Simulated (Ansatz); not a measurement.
HfO2:
```cif
data_Hf2O4
_chemical_formula_sum 'Hf2 O4'
_space_group_name_H-M_alt 'P 1'
_space_group_IT_number 1
_cell_length_a 3.56749
_cell_length_b 3.56749
_cell_length_c 5.16678
_cell_angle_alpha 90.000
_cell_angle_beta 90.000
_cell_angle_gamma 90.000
loop_
_space_group_symop_operation_xyz
  'x, y, z'
loop_
_atom_site_label
_atom_site_type_symbol
_atom_site_fract_x
_atom_site_fract_y
_atom_site_fract_z
_atom_site_occupancy
Hf1 Hf 0.50000 0.50000 0.50000 1
Hf2 Hf 0.00000 0.00000 0.00000 1
O1 O 0.00000 0.50000 0.70009 1
O2 O 0.00000 0.50000 0.20009 1
O3 O 0.50000 0.00000 0.79991 1
O4 O 0.50000 0.00000 0.29991 1
```

Relaxed with PBEsol. PBEsol in the plane-wave PAW code Ansatz gives a gap of 4.57 eV.

Problem. What gap does HSE06 give on the same cell (Ansatz, PAW)?

Solution. 6.34 eV, 1.77 eV more. The hybrid was solved on a coarser mesh and at special points; the gap given is the minimum over both.

```csv
k,v1 PBEsol,c1 PBEsol,v1 HSE06,c1 HSE06
Γ,-0.08,4.57,-0.09,6.34
Z,-0.01,5.29,___,___
M,-0.44,5.55,___,___
A,0.00,5.88,___,___
R,-0.99,5.18,-1.09,6.99
X,-0.16,5.02,___,___
```

Problem. Top valence (v1) and lowest conduction level (c1) in eV from each method's valence maximum (which need not be a listed point): supply the withheld HSE06 values.

Solution. 
- Z, v1 HSE06: -0.01
- Z, c1 HSE06: 7.14
- X, v1 HSE06: -0.19
- X, c1 HSE06: 6.80
- M, v1 HSE06: -0.44
- M, c1 HSE06: 7.34
- A, v1 HSE06: 0.00
- A, c1 HSE06: 7.77

Cost on shared cores: the PBEsol run (SCF on a 8×8×6 mesh, then bands and DOS) roughly 30 core-seconds, the HSE06 run (SCF on 5×5×3, then a few points) roughly 80 core-seconds; the tasks are unlike.

Space group P4_2/nmc. This is a known high-temperature phase of the composition, computed here at zero pressure and temperature. The cell was relaxed with PBEsol under the symmetry of its start; whether a distortion lowers the energy is not shown. No spin polarisation was allowed. Scalar-relativistic: spin–orbit coupling is off unless named, which matters more the heavier the elements.

Potentials: the earlier of the program's two PAW sets. The files were generated under PBE; for other functionals the program regenerates the frozen cores, and for LDA and PBEsol the local potential too.
